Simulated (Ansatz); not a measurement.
A relaxed cell of Ru (P6₃/mmc (No. 194)), relaxed on a k-mesh at least as fine as the one used below. Level of theory: PBEsol (plane waves to 420 eV, PAW, scalar-relativistic; Ansatz, a program for electronic structure). Γ-centred k-mesh 14×14×8 on the run's cell (coarser than for final values), Fermi–Dirac smearing 0.05 eV.

```yaml
crystal:
  lattice:
    - [2.69196, 0.00000, 0.00000]
    - [-1.34598, 2.33130, 0.00000]
    - [0.00000, 0.00000, 4.24596]
  atoms:
    - { symbol: Ru, position: [0.33333, 0.66667, 0.75000] }
    - { symbol: Ru, position: [0.66667, 0.33333, 0.25000] }
```

The atoms are displaced by (Å):

```csv
atom,ux,uy,uz
Ru1,-0.327,0.426,-0.348
Ru2,0.201,0.128,-0.169
```

Task: What forces (eV/Å) and pressure result?

Result: 
```
atom     Fx     Fy     Fz
----  -----  -----  -----
Ru1    1.81  -1.02   2.83
Ru2   -1.81   1.02  -2.83
```

Pressure +19.0 GPa.

Task: Estimate the energy cost of the displacement in the harmonic approximation and compare with the calculation.

Result: For a harmonic well ΔE = −½ Σ F·u = 0.883 eV a cell, or 442 meV/atom. The calculated energy relative to the undisplaced cell is +0.69 eV/atom, so anharmonic terms matter at this amplitude.

No spin polarisation in the result.

The run that gave the undisplaced cell could not lose the symmetry of its start; a randomly shaken copy of 2 atoms returns to this structure.
